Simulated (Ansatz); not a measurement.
Values for one crystal, relaxed and computed with plane-wave PAW r²SCAN (Ansatz code); other levels are named.

Volume per atom: 23.76 Å³
Electronic character: metallic (no gap)
Formation energy from the elements (no fitted shifts): -40 kJ/mol of atoms
Density of states at the Fermi level: 0.43 states/eV per atom (mean over ±0.08 eV)

Which compound is it?
A. YTe3, Cmcm (Y on 4c, Te on 4c, Te on 4c, Te on 4c)
B. LaNiGe3, I4mm (La on 2a, Ni on 2a, Ge on 4b, Ge on 2a)
C. YNiGe, Pnma (Y on 4c, Ni on 4c, Ge on 4c)
D. TaNiTe2, Pmna (Ta on 4e, Ni on 4h, Te on 4h, Te on 4g)

D, TaNiTe2, Pmna (Ta on 4e, Ni on 4h, Te on 4h, Te on 4g)

The workflow started from a Materials Project entry (that database holds measured and hypothetical structures alike); the Crystallography Open Database copy checked does not list it. Whether it is the stable phase at ambient conditions was not checked. The cell was relaxed with r²SCAN under the symmetry of its start; whether a distortion lowers the energy is not shown. The run is not spin-polarised. A crystal of weakly bound layers computed without a dispersion correction: the cell and the soft elastic constants depend strongly on that. The references are the lowest solids computed at this level, not always the standard phases. Spin–orbit coupling is left out wherever it is not named.

Potentials: the later of the program's two PAW sets.
